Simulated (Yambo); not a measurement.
G0W0@PBEsol for RbCaH3 (cubic perovskite, space group Pm-3m, No. 221) in Yambo. Reference settings: 4×4×4 Γ-centred k mesh, 162 bands and a 8 Ry block in the screening, 162 bands in G with the Bruneval-Gonze terminator, plasmon pole fitted at 27.2 eV. The PBEsol gap M → M on this mesh is 3.08 eV; G0W0 gaps are taken between the same points.

The settings were changed. The gap went from 5.72 eV to 5.43 eV, and the shift of the valence edge from -1.72 eV to -1.42 eV.

Q: Which change was made?
A. 56 bands in G, no terminator
B. 2 Ry block
C. 7 Ry block
D. pole fitted at 15 eV

A: B, 2 Ry block. The others gave (gap, valence shift): 7 Ry block: 5.69, -1.69 eV; 56 bands in G, no terminator: 5.71, -1.40 eV; pole fitted at 15 eV: 5.67, -1.61 eV. In the run with 162 bands and a 8 Ry block, which covers more k points, the smallest G0W0 gap is 5.67 eV, X → M.

Geometry of the Materials Project entry, not relaxed at this level; primitive cell a = 4.521 Å, b = 4.521 Å, c = 4.521 Å, α = 90.00°, β = 90.00°, γ = 90.00°.

A shift is the quasiparticle energy of the state minus its PBEsol energy.
